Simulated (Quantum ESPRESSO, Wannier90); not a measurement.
## Wannierisation of CdSe (zinc blende)

```xyz
2
Lattice="0.0000 3.0703 3.0703 3.0703 0.0000 3.0703 3.0703 3.0703 0.0000" Properties=species:S:1:pos:R:3 pbc="T T T"
Cd     0.0000     0.0000     0.0000
Se     1.5351     1.5351     1.5351
```

Materials Project entry mp-2691; symmetrised, unrelaxed at this level. Not found in the COD (Crystallography Open Database) copy used, which has the formula in other groups; not checked further. Level: PBE, no spin polarisation, no spin-orbit coupling; pw.x of Quantum ESPRESSO at 82 Ry with PseudoDojo potentials, 10×10×10 k-points, Wannier90. Density: 10×10×10 mesh, cold smearing 0.01 Ry. Spin-orbit coupling, left out, would split the p-like bands by a few tenths of an eV.

Bands 10,16-18 form an isolated set from -12.44 to 0.00 eV relative to the valence-band maximum (on the path) and are turned into 4 Wannier functions by minimising the spread from the start: s functions at the bond centres. Bands 11–15 (Cd 4d 96 %) lie between the kept ones and are excluded.

### Question
Where do the functions sit, how wide are they and what are they made of?

### Answer
| functions | spread (Å²) | nearest atom, distance (Å) | second atom, distance (Å) | weight on atomic waves |
|---|---|---|---|---|
| 4 | 2.37 | Se 0.68 | Cd 1.98 | Se 4p 61 %, Se 4s 23 %, Cd 5s 10 % |

Ω_I = 9.08 Å², Ω_total = 9.46 Å²; the interpolated bands follow pw.x to 9.4 meV rms on the path. It is the lowest total spread that any start reached here.
